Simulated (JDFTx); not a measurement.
An input for a modified build of JDFTx (W(100), linear PCM (GLSSA13), water, 0.1 M NaF; bohr, hartree) and the course of its log:

```
lattice \
  5.9910365274 0.0000000000 0.0000000000 \
  0.0000000000 5.9910365274 0.0000000000 \
  0.0000000000 0.0000000000 57.2587015762
coords-type Lattice
ion W 0.0000000000 0.0000000000 -0.1046310230 0
ion W 0.5000000000 0.5000000000 -0.0523155120 0
ion W 0.0000000000 0.0000000000 0.0000000000 0
ion W 0.5000000000 0.5000000000 0.0523155120 0
ion W 0.0000000000 0.0000000000 0.1046310230 0
ion-species pseudo/w_pbe_v1.2.upf
elec-cutoff 20 100
elec-ex-corr gga-PBE
coulomb-interaction Slab 001
coulomb-truncation-embed 0 0 0
kpoint-folding 8 8 1
elec-smearing Fermi 0.01
elec-n-bands 47
target-mu -0.150305
electronic-scf nIterations 100 energyDiffThreshold 1e-07
fluid LinearPCM
pcm-variant GLSSA13
fluid-solvent H2O
fluid-cation Na+ 0.1
fluid-anion F- 0.1
fluid-minimize nIterations 400 knormThreshold 1e-11
wavefunction read f0.wfns
elec-initial-eigenvals f0.eigenvals
elec-initial-fillings read f0.fillings
fluid-initial-state f0.fluidState
dump-name f0_u1.$VAR
dump End State Ecomponents EigStats BandEigs Forces ElecDensity IonicPositions Fillings Kpoints Dtot FluidDebug BoundCharge FluidDensity
```

```
[one cycle in 5 is shown, and the last three; fluid-solver lines are left out]
	FillingsUpdate:  mu: -0.150305000  nElectrons: 68.328990
SCF: Cycle:  0   G: -332.055589949963974   dG: +8.479e-01   |Residual|: 8.974e-02   |deigs|: 2.207e-10
	FillingsUpdate:  mu: -0.150305000  nElectrons: 69.654644
SCF: Cycle:  5   G: -332.877321506487363   dG: -3.373e-03   |Residual|: 1.758e-02   |deigs|: 1.997e-04
	FillingsUpdate:  mu: -0.150305000  nElectrons: 69.591463
SCF: Cycle: 10   G: -332.858643294846729   dG: +1.029e-03   |Residual|: 2.174e-02   |deigs|: 7.990e-05
	FillingsUpdate:  mu: -0.150305000  nElectrons: 69.598291
SCF: Cycle: 15   G: -332.859827712667254   dG: +1.174e-02   |Residual|: 2.128e-02   |deigs|: 3.593e-04
	FillingsUpdate:  mu: -0.150305000  nElectrons: 69.716323
SCF: Cycle: 20   G: -332.885623715254212   dG: -1.646e-02   |Residual|: 1.377e-02   |deigs|: 6.127e-04
	FillingsUpdate:  mu: -0.150305000  nElectrons: 69.573238
SCF: Cycle: 25   G: -332.863262376833632   dG: -1.169e-03   |Residual|: 2.024e-02   |deigs|: 5.310e-05
	FillingsUpdate:  mu: -0.150305000  nElectrons: 69.628388
SCF: Cycle: 30   G: -332.881940497713458   dG: +1.037e-03   |Residual|: 1.500e-02   |deigs|: 9.799e-05
	FillingsUpdate:  mu: -0.150305000  nElectrons: 69.503337
SCF: Cycle: 35   G: -332.855861828044226   dG: -4.031e-02   |Residual|: 2.218e-02   |deigs|: 9.787e-04
	FillingsUpdate:  mu: -0.150305000  nElectrons: 69.580730
SCF: Cycle: 40   G: -332.878108510443496   dG: +3.843e-03   |Residual|: 1.733e-02   |deigs|: 7.436e-04
	FillingsUpdate:  mu: -0.150305000  nElectrons: 69.549538
SCF: Cycle: 45   G: -332.869075741524910   dG: +1.566e-02   |Residual|: 1.906e-02   |deigs|: 8.082e-04
	FillingsUpdate:  mu: -0.150305000  nElectrons: 69.280468
SCF: Cycle: 50   G: -332.800755202013818   dG: -2.556e-02   |Residual|: 3.296e-02   |deigs|: 5.340e-04
	FillingsUpdate:  mu: -0.150305000  nElectrons: 69.301546
SCF: Cycle: 55   G: -332.815562199998226   dG: +4.205e-02   |Residual|: 3.114e-02   |deigs|: 1.500e-03
	FillingsUpdate:  mu: -0.150305000  nElectrons: 66.564058
SCF: Cycle: 60   G: -330.173791637758427   dG: +2.521e+00   |Residual|: 1.797e-01   |deigs|: 1.718e-02
	FillingsUpdate:  mu: -0.150305000  nElectrons: 69.298846
SCF: Cycle: 65   G: -332.852677143526762   dG: -4.993e-01   |Residual|: 2.567e-02   |deigs|: 7.152e-03
	FillingsUpdate:  mu: -0.150305000  nElectrons: 69.743420
SCF: Cycle: 70   G: -332.904547072647347   dG: -3.439e-02   |Residual|: 8.070e-03   |deigs|: 2.128e-03
	FillingsUpdate:  mu: -0.150305000  nElectrons: 69.153732
SCF: Cycle: 75   G: -332.830745294212818   dG: +2.705e-03   |Residual|: 3.134e-02   |deigs|: 4.868e-04
	FillingsUpdate:  mu: -0.150305000  nElectrons: 69.644986
SCF: Cycle: 80   G: -332.905265980126615   dG: -4.407e-03   |Residual|: 5.177e-03   |deigs|: 1.576e-03
	FillingsUpdate:  mu: -0.150305000  nElectrons: 68.478310
SCF: Cycle: 85   G: -332.558726161682955   dG: +2.221e-01   |Residual|: 6.717e-02   |deigs|: 3.038e-03
	FillingsUpdate:  mu: -0.150305000  nElectrons: 70.377533
SCF: Cycle: 90   G: -332.747200182119059   dG: -7.807e-01   |Residual|: 4.369e-02   |deigs|: 1.823e-02
	FillingsUpdate:  mu: -0.150305000  nElectrons: 68.813515
SCF: Cycle: 95   G: -332.709751736073713   dG: +4.524e-02   |Residual|: 5.069e-02   |deigs|: 8.074e-04
	FillingsUpdate:  mu: -0.150305000  nElectrons: 67.674517
SCF: Cycle: 97   G: -331.944916986965779   dG: +7.929e-01   |Residual|: 1.124e-01   |deigs|: 8.680e-03
	FillingsUpdate:  mu: -0.150305000  nElectrons: 67.948174
SCF: Cycle: 98   G: -332.240792566965411   dG: -2.959e-01   |Residual|: 9.557e-02   |deigs|: 2.032e-03
	FillingsUpdate:  mu: -0.150305000  nElectrons: 67.706939
SCF: Cycle: 99   G: -332.057773034617583   dG: +1.830e-01   |Residual|: 1.085e-01   |deigs|: 1.972e-03
SCF: None of the convergence criteria satisfied after 100 iterations.
IonicMinimize: Iter:   0  G: -332.057773034617583  |grad|_K:  0.000e+00
IonicMinimize: Converged (|grad|_K<1.000000e-04).
```

This run gave no converged result. The electronic loop ended without meeting its threshold, so the last energy, electron count and forces aren't results.
